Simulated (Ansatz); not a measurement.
Relaxed GaAs (zinc blende):

```
GaAs
1.0
    0.00000     5.74558     5.74558
    2.87279     0.00000     2.87279
    2.87279     2.87279     0.00000
As Ga
2 2
Direct
  0.37500   0.75000   0.75000
  0.87500   0.75000   0.75000
  0.00000   0.00000   0.00000
  0.50000   0.00000   0.00000
```

In this cell atom 3 (Ga, nearest neighbour As at 2.488 Å; its periodic images, 4.1 Å or more away, move with it) is moved by s along Cartesian x, unit vector (1.000, 0.000, 0.000); all other atoms and the cell stay fixed.

Level of theory: PBE (plane waves to 420 eV, PAW, scalar-relativistic; Ansatz, a quantum-chemistry and plane-wave program). k mesh 4×8×8 (Γ-centred), Fermi-Dirac smearing 0.05 eV. As the smearing reaches across the gap at some points, energies and forces of such displacements shift with the k mesh and the smearing. F⊥ is the part of the force across the line. GaAs was relaxed with its symmetry unable to fall. 

```tsv
s (Å)	|F⊥| (eV/Å)
-0.750	0.909
-0.600	…
-0.450	0.472
-0.300	…
-0.150	…
0.000	0.000
0.150	…
0.300	0.211
0.450	0.301
0.600	0.359
0.750	0.350
```

**Question.** Some entries are withheld; supply them.

**Answer.** 
- -0.600, |F⊥| (eV/Å): 0.671
- -0.300, |F⊥| (eV/Å): 0.292
- -0.150, |F⊥| (eV/Å): 0.131
- 0.150, |F⊥| (eV/Å): 0.113

(A displaced cell: forces are minus the slopes of the energy, force constants its curvatures, and phonons follow from these.)
